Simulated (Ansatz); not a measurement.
**Structure relaxation, WS$_{2}$**

The start is a randomly generated symmetric cell of WS2 (space group No. 65). The cell and all atomic positions are relaxed at zero pressure with PBEsol (plane waves to 420 eV, PAW, scalar-relativistic; Ansatz, a first-principles code). First-step values are on the input's coarse k-mesh.

Ansatz input (later rounds restart from its end on a renewed k-mesh):
Ansatz 0.2 input:
```yaml
crystal:
  lattice:
    - [1.7897964, -2.618267, 0]
    - [1.7897964, 2.618267, 0]
    - [0, 0, 6.7990933]
  atoms:
    - { symbol: S, position: [0.5, 0.5, 0] }
    - { symbol: S, position: [0, 0, 0] }
    - { symbol: W, position: [0.5, 0.5, 0.5] }
basis: { ecutwfc: 420, ecutrho_ratio: 4, xc_grid: 2, fft_grid_basis: typed }
kpoints: { mp_grid: { grid: [8, 8, 4] } }
hamiltonian:
  xc: pbesol
  dispersion: none
  pseudopotentials: { kind: paw }
scf: { occupations: { method: fermi_dirac, width: 0.05 } }
relax: { f_tol: 0.01, max_steps: 100, cell: { stress_tol: 0.02 } }
output: { forces: true, stress: true }
```

### Question
How large is the pressure on the unrelaxed cell, and of which sign?

### Answer
+12 GPa (positive: the cell is compressed).

### Question
Does the structure survive the relaxation? Give the final space group.

### Answer
The space group goes from Cmmm (No. 65) to P4/mmm (No. 123), with 3 atoms in the primitive cell.

### Question
How much energy is released per atom?

### Answer
1.64 eV/atom.

### Question
How does the volume per atom move from start to end?

### Answer
-18.3 %, from 21.24 to 17.35 Å³/atom.

### Question
How do the shortest distances between atoms change?

### Answer
The closest pairs of elements (up to four, under 3.6 Å), start → end: S–S 1.79 → 2.40 Å; S–W 3.40 → 2.27 Å; W–W 3.17 → 3.39 Å.

### Question
Give the final cell and atomic positions.

### Answer

Space group P4/mmm (No. 123); a = 3.389 Å, b = 3.389 Å, c = 4.531 Å, α = 90.00°, β = 90.00°, γ = 90.00°

| atom | site | symmetry | x | y | z |
|---|---|---|---|---|---|
| S | 1c | 4/mmm | 0.5000 | 0.5000 | 0.0000 |
| S | 1a | 4/mmm | 0.0000 | 0.0000 | 0.0000 |
| W | 1d | 4/mmm | 0.5000 | 0.5000 | 0.5000 |

Final values are on a 14×14×10 k-mesh of the relaxed cell. No spin polarisation in the result. A magnetic state may lie lower.

The run could not lose the symmetry of its start, so the end can be a saddle point.

All atoms sit on sites fixed by symmetry, so only the cell could relax.

The relaxed structure here is a generated cell of WS2: the first start was made by a random draw of sites in a space group, and the end was not matched to a known phase here, so it may be hypothetical. Known forms of WS2 include space group No. 194.
